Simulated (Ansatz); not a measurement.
Input file for Ansatz (a quantum-chemistry and plane-wave program):

Ansatz 0.2 input:
```yaml
crystal:
  lattice:
    - [5.1721645225, 0.0, 0.0]
    - [-2.5860822613, 4.4792258691, 0.0]
    - [0.0, 0.0, 4.125417801]
  atoms:
    - { symbol: Co, position: [0.0, 0.5, 0.0] }
    - { symbol: Co, position: [0.5, 0.0, 0.0] }
    - { symbol: Co, position: [0.5, 0.5, 0.0] }
    - { symbol: Sn, position: [0.6666666667, 0.3333333333, 0.5] }
    - { symbol: Sn, position: [0.3333333333, 0.6666666667, 0.5] }
    - { symbol: Sn, position: [0.0, 0.0, 0.0] }
kpoints:
  mp_grid: { grid: [13, 13, 14] }
hamiltonian:
  xc: lda
  pseudopotentials: { kind: paw }
scf:
  occupations: { method: fermi_dirac, width: 0.1 }
elastic: { mode: relaxed_ion, stencil: two_point, amplitude: 0.005, f_tol: 0.0005 }
```

Output (shortened):

```
Pseudopotentials: kind: paw
Pseudopotential: Co, paw, valence charge 17
Pseudopotential: Sn, paw, valence charge 14
Functional definition: SPW92
Crystal: 6 atoms, lattice volume = 95.575 Å³
Basis set: ecut = 420 eV, 1867 PW (Γ)
Bands: 56, of which v1, the nominal top of the filled ones, is band 47 counted from 1 (46 counted from 0)
Symmetry: 24 space group operations
Space group: P6/mmm (ITA 191), of the structure as read, at distance tolerance 4.6e-5 Å
k-points: 168 of 2366
PAW frozen core: Co, regenerated for the run's functional, and the local potential with it
PAW frozen core: Sn, regenerated for the run's functional, and the local potential with it
Initial wavefunctions: pseudopotential atomic-orbital guess
Eigensolver: davidson
Functional: x = slater, c = lda
all-band conjugate gradients solve this SCF's bands
SCF 1 converged in 13 iterations: F = -32828.084251 eV  dr2 = 1.96e-14
Crystal: 6 atoms, lattice volume = 95.097 Å³
Basis set: ecut = 420 eV, 1859 PW (Γ)
Symmetry: 8 space group operations
k-points: 392 of 2366
Initial density: handed on by an earlier stage of this run
Initial wavefunctions: pseudopotential atomic-orbital guess (no wavefunctions were taken with the density)
SCF 2 converged in 14 iterations: F = -32828.082533 eV  dr2 = 1.74e-14
relax step   1: F+E_penalty+E_count = -32828.08253344 eV  Δ(F+E_penalty+E_count) = +0.000e0 eV  max|allowed force component| = 3.547e-2 eV/Å  Δτ_max = 0.0000 Å  (14 SCF iters, accepted)
density extrapolation: transplant  |δρ|_rms = 3.443e-2 e/Å³  SAD shift = 8.863e-3 e/Å³
Crystal: 6 atoms, lattice volume = 95.097 Å³
Initial wavefunctions: those handed on with the density
SCF 3 converged in 11 iterations: F = -32828.082598 eV  dr2 = 1.76e-14
relax step   2: F+E_penalty+E_count = -32828.08259811 eV  Δ(F+E_penalty+E_count) = -6.468e-5 eV  max|allowed force component| = 1.960e-2 eV/Å  Δτ_max = 0.0040 Å  (11 SCF iters, accepted)
density extrapolation: transplant  |δρ|_rms = 3.443e-2 e/Å³  SAD shift = 3.154e-3 e/Å³
Crystal: 6 atoms, lattice volume = 95.097 Å³
SCF 4 converged in 11 iterations: F = -32828.082626 eV  dr2 = 1.02e-15
relax step   3: F+E_penalty+E_count = -32828.08262617 eV  Δ(F+E_penalty+E_count) = -2.806e-5 eV  max|allowed force component| = 8.348e-5 eV/Å  Δτ_max = 0.0014 Å  (11 SCF iters, accepted)
Crystal: 6 atoms, lattice volume = 95.097 Å³
SCF 5 converged in 2 iterations: F = -32828.082626 eV  dr2 = 1.56e-15
Crystal: 6 atoms, lattice volume = 96.053 Å³
SCF 6 converged in 15 iterations: F = -32828.081819 eV  dr2 = 9.67e-15
relax step   1: F+E_penalty+E_count = -32828.08181910 eV  Δ(F+E_penalty+E_count) = +0.000e0 eV  max|allowed force component| = 3.389e-2 eV/Å  Δτ_max = 0.0000 Å  (15 SCF iters, accepted)
density extrapolation: transplant  |δρ|_rms = 3.413e-2 e/Å³  SAD shift = 5.404e-3 e/Å³
Crystal: 6 atoms, lattice volume = 96.053 Å³
SCF 7 converged in 11 iterations: F = -32828.081906 eV  dr2 = 6.12e-15
relax step   2: F+E_penalty+E_count = -32828.08190568 eV  Δ(F+E_penalty+E_count) = -8.658e-5 eV  max|allowed force component| = 1.091e-3 eV/Å  Δτ_max = 0.0025 Å  (11 SCF iters, accepted)
density extrapolation: transplant  |δρ|_rms = 3.413e-2 e/Å³  SAD shift = 1.797e-4 e/Å³
Crystal: 6 atoms, lattice volume = 96.053 Å³
SCF 8 converged in 8 iterations: F = -32828.081906 eV  dr2 = 1.28e-14
relax step   3: F+E_penalty+E_count = -32828.08190577 eV  Δ(F+E_penalty+E_count) = -9.028e-8 eV  max|allowed force component| = 4.626e-6 eV/Å  Δτ_max = 0.0001 Å  (8 SCF iters, accepted)
Crystal: 6 atoms, lattice volume = 96.053 Å³
SCF 9 converged in 2 iterations: F = -32828.081906 eV  dr2 = 4.67e-14
density extrapolation: transplant  |δρ|_rms = 3.428e-2 e/Å³  SAD shift = 1.274e-2 e/Å³
Crystal: 6 atoms, lattice volume = 95.097 Å³
Basis set: ecut = 420 eV, 1843 PW (Γ)
SCF 10 converged in 12 iterations: F = -32828.080168 eV  dr2 = 6.49e-15
density extrapolation: first-order (α = -2.000)  |δρ|_rms = 3.428e-2 e/Å³  SAD shift = 1.264e-2 e/Å³
Crystal: 6 atoms, lattice volume = 96.053 Å³
SCF 11 converged in 8 iterations: F = -32828.083801 eV  dr2 = 1.70e-14
Crystal: 6 atoms, lattice volume = 95.574 Å³
Symmetry: 4 space group operations
k-points: 644 of 2366
SCF 12 converged in 12 iterations: F = -32828.083633 eV  dr2 = 4.71e-14
relax step   1: F+E_penalty+E_count = -32828.08363291 eV  Δ(F+E_penalty+E_count) = +0.000e0 eV  max|allowed force component| = 2.415e-4 eV/Å  Δτ_max = 0.0000 Å  (12 SCF iters, accepted)
Crystal: 6 atoms, lattice volume = 95.574 Å³
SCF 13 converged in 3 iterations: F = -32828.083633 eV  dr2 = 9.74e-16
Crystal: 6 atoms, lattice volume = 95.574 Å³
SCF 14 converged in 12 iterations: F = -32828.083633 eV  dr2 = 4.78e-14
relax step   1: F+E_penalty+E_count = -32828.08363291 eV  Δ(F+E_penalty+E_count) = +0.000e0 eV  max|allowed force component| = 2.415e-4 eV/Å  Δτ_max = 0.0000 Å  (12 SCF iters, accepted)
Crystal: 6 atoms, lattice volume = 95.574 Å³
SCF 15 converged in 3 iterations: F = -32828.083633 eV  dr2 = 9.66e-16
SCF converged after 13 iterations
Free energy (F): -32828.084251 eV
Harris-Foulkes:  -32828.084251 eV  (|F-HF|=7.28e-12)
Internal energy: -32827.958653 eV  (E = F + TS)
E sigma→0 (E₀):  -32828.021452 eV
Entropy (-TS):   -0.125598 eV (-20.933 meV/atom)
Fermi energy:    15.645874 eV
--- Per-component energies (eV) ---
  E_band       = -897.607499
  E_kinetic    = 1946.025332
  E_local      = -13065.550216  (includes V_loc(G=0)·N_el)
  E_nonlocal   = 1311.244348
  E_hartree    = 6195.990129
  E_xc         = -1613.917765
  E_vxc        = -915.607900  (∫ρ·V_xc dr)
  E_paw        = -16361.226809  (= ΣΔE_a)
  E_vpaw       = -2565.699389  (= ΣTr[D̂ρ^β])
  E_aug_tail   = 0.000084  (compensation charges beyond the density's cutoff)
  E_ewald      = -11243.053202
  E_core_change = 2.529447  (= ΣΔE_core)
  E_smearing   = -0.125598  (= −TS)
  E_closure    = 0.000000  (closes the sum)
  Σ components = -32828.084251   (vs F -32828.084251, Δ=0.00e0)
--- Forces (eV/Å), atoms counted from 1 ---
  atom   1  Co     0.00000000     0.00000000     0.00000000
  atom   2  Co     0.00000000     0.00000000     0.00000000
  atom   3  Co     0.00000000     0.00000000     0.00000000
  atom   4  Sn     0.00000000     0.00000000     0.00000000
  atom   5  Sn     0.00000000     0.00000000     0.00000000
  atom   6  Sn     0.00000000     0.00000000     0.00000000
  max |Σ_I F_I| component: 4.63e-18 eV/Å
--- Stress (GPa, compression-positive) ---
       -0.129817       0.000000       0.000000
        0.000000      -0.129817       0.000000
        0.000000       0.000000       0.601043
  P = ⅓ Tr σ = 0.1138 GPa (1.138 kbar)
  The stress holds the Pulay correction. Without it, at fixed plane waves, as pw.x and ABINIT print it: P = -0.0310 GPa
  The stress includes an estimate of the error left by incomplete SCF convergence (largest component  0.0000 GPa; it does not cover the PAW one-centre terms).
--- Band table (eV; the first three rows and the last of 168) ---
  k-point 0: bands = ["-78.0324", "-78.0143", "-78.0143", "-41.8707", "-41.7856", "-41.7760", "-41.7760", "-41.7676", "-41.7676", "-41.6904", "-41.6904", "-41.6805", "-5.7882", "-5.7040", "-5.7040", "-5.6807", "-5.6807", "-5.6401", "-5.6137", "-5.6137", …
  k-point 1: bands = ["-78.0324", "-78.0143", "-78.0143", "-41.8706", "-41.7857", "-41.7760", "-41.7760", "-41.7676", "-41.7676", "-41.6904", "-41.6904", "-41.6805", "-5.7868", "-5.7037", "-5.7037", "-5.6816", "-5.6816", "-5.6385", "-5.6183", "-5.6183", …
  k-point 2: bands = ["-78.0324", "-78.0143", "-78.0143", "-41.8705", "-41.7858", "-41.7760", "-41.7760", "-41.7675", "-41.7675", "-41.6904", "-41.6904", "-41.6805", "-5.7831", "-5.7028", "-5.7028", "-5.6841", "-5.6841", "-5.6340", "-5.6294", "-5.6294", …
  k-point 167: bands = ["-78.0242", "-78.0224", "-78.0143", "-41.8095", "-41.7965", "-41.7781", "-41.7762", "-41.7674", "-41.7409", "-41.7274", "-41.7077", "-41.7031", "-5.8123", "-5.7550", "-5.7063", "-5.6827", "-5.6679", "-5.6650", "-5.6581", "-5.5918", …
  band table: 56 of 56 bands, residual norms ≤ 1.0e-3 eV
--- Elastic constants: 3 strain directions × 2 members + reference (group order 24) ---
  dense FFT box of the reference and of every strained cell: 36×36×30
  strains applied: 11, 33, 23; error gains …
  C = ∂σ_k/∂η_j (tension-positive GPa; Voigt order 11 22 33 23 13 12):
       266.351    121.158     84.523      0.000      0.000      0.000
       121.158    266.351     84.523      0.000      0.000      0.000
        85.263     85.263    302.950      0.000      0.000      0.000
         0.000      0.000      0.000     83.000      0.000      0.000
         0.000      0.000      0.000      0.000     83.000      0.000
         0.000      0.000      0.000      0.000      0.000     72.596
  reference stress σ⁰ (GPa):      0.130      0.130     -0.601      0.000      0.000      0.000
  moduli (Voigt/Reuss/Hill, GPa): K = 157.50/157.50/157.50   G = 84.03/82.21/83.12   E = 212.06   ν = 0.276
  mechanically stable: yes (min eigenvalue of sym C = 72.60 GPa)
  strain η (Voigt 11):  stress-route row diagonal C_11 = 266.35 GPa, energy-path curvature d²(F+E_count+ΔE)/dδ²/Ω₀ = 266.34 GPa
         δ    σ_11 (GPa)             F (eV)   n_scf  n_hpsi   n_pw
    -5.000e-3      -1.2290      -32828.0826262       2  173301   1890   relax 3 steps, max|allowed force component| 8.35e-5 eV/Å
     5.000e-3       1.4345      -32828.0819058       2  174085   1904   relax 3 steps, max|allowed force component| 4.63e-6 eV/Å
  strain η (Voigt 33):  stress-route row diagonal C_33 = 302.95 GPa, energy-path curvature d²(F+E_count+ΔE)/dδ²/Ω₀ = 302.91 GPa
         δ    σ_33 (GPa)             F (eV)   n_scf  n_hpsi   n_pw
    -5.000e-3      -2.1446      -32828.0801682      12  193171   1881   relax 0 steps, max|allowed force component| 1.46e-17 eV/Å
     5.000e-3       0.8849      -32828.0838015       8  153573   1904   relax 0 steps, max|allowed force component| 2.70e-17 eV/Å
  strain η (Voigt 23):  stress-route row diagonal C_44 = 83.00 GPa, energy-path curvature d²(F+E_count+ΔE)/dδ²/Ω₀ = 83.10 GPa
         δ    σ_23 (GPa)             F (eV)   n_scf  n_hpsi   n_pw
    -5.000e-3      -0.4150      -32828.0836329       3  403275   1897   relax 1 steps, max|allowed force component| 2.42e-4 eV/Å
     5.000e-3       0.4150      -32828.0836329       3  403295   1897   relax 1 steps, max|allowed force component| 2.42e-4 eV/Å
```

Cost: around 30 core-minutes (rough) on shared cores.

Symmetry was held in the LDA relaxation; of distortions, only those at the zone centre were tested. The run is not spin-polarised. As this level gives no gap, shear constants depend on the k-mesh and smearing (Fermi–Dirac, 0.1 eV here). Axis ratios of metals converge slowly with the k-mesh, so a and c are less sure than the volume. On the denser mesh and wider smearing of the elastic run this cell carries a stress of 0.6 GPa. Spin–orbit coupling is left out wherever it is not named.

Potentials: the later of the program's two PAW sets.

Ansatz is a plane-wave DFT program.
